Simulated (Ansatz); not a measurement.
All numbers below come from DFT PBE, scalar-relativistic, plane waves, PAW (Ansatz 0.2.0). All cells share a 420 eV cutoff and Γ-centred k meshes spaced about 0.3 Å⁻¹ or finer (0.25 for metals, 2π included). These runs have no spin polarisation.

All energies are static (0 K, no zero-point motion).

Two relaxed structures of NiGe3O4:

A.

```xyz
8
Lattice="-3.0460 3.0460 4.8430 3.0460 -3.0460 4.8430 3.0460 3.0460 -4.8430" Properties=species:S:1:pos:R:3 pbc="T T T"
Ni    3.0460    0.0000    2.4215
Ge    3.0460    0.0000    0.2163
Ge    3.0460    0.0000    4.6267
Ge    0.0000    3.0460    2.4215
O     1.2658    3.0460    1.1326
O     1.7802    0.0000    5.9757
O     0.0000    1.7802    3.7104
O     3.0460    1.2658   -1.1326
```

B.

```xyz
8
Lattice="5.1425 0.0000 0.0000 0.0000 5.1425 0.0000 0.0000 0.0000 4.6879" Properties=species:S:1:pos:R:3 pbc="T T T"
Ni    0.0000    0.0000    0.3418
Ge    2.5712    0.0000    3.6958
Ge    2.5712    2.5712    1.1765
Ge    0.0000    2.5712    3.6958
O     1.2984    3.8441    0.0696
O     3.8441    1.2984    0.0696
O     3.8441    3.8441    0.0696
O     1.2984    1.2984    0.0696
```

Problem. Which form is favoured at zero pressure, and by what margin per atom?

Solution. B is lower, by 225 meV/atom. A has space group I-4m2 (No. 119), 22.5 Å³/atom and a gap of 0.59 eV on its mesh; B has space group P4mm (No. 99), 15.5 Å³/atom and no gap. The shortest distance is 1.81 Å (Ge–O) in A and 1.86 Å (Ni–O) in B. A holds Ge–Ge units of three or more atoms (shortest 2.64 Å); in B the shortest Ge–Ge distance is 3.36 Å. In A, around Ni lie 2 Ge at 2.21 Å; Ge on a site of symmetry 2mm has 2 O at 1.85 Å, 1 Ni at 2.21 Å and 1 Ge at 2.64 Å; around O lie 2 Ge at 1.81–1.85 Å; 1 more site not described. In B, Ni has 4 O at 1.86 Å; around Ge on a site of symmetry 2mm lie 4 O at 2.11 Å; O has 1 Ni at 1.86 Å and 3 Ge at 2.11 Å; 1 more site not described. Both come from trial cells of a structure search, whose lowest cell (P1, 16.7 Å³/atom) lies 64 meV/atom below the lower of the two.

No dispersion correction is applied, so the spacing and binding between layers, chains or molecules are poorly described (I-4m2, P4mm), and this can change margins and order among such cells. Kohn–Sham gaps at this level usually fall short of measured ones. No Hubbard U is applied to the 3d shell of Ni. Trial moments fell under 0.15 μB along the way in P4mm; another start might hold them. In such compounds a missing gap is often an artefact of a semilocal functional without U, since the open shell pins the Fermi level. With atoms moved at random, B (by 64 meV/atom) fell into a lower structure. A had no clear such test and can be a saddle point. Some structure types and database cells were kept out of the candidates from the start, so a known form may be missing.
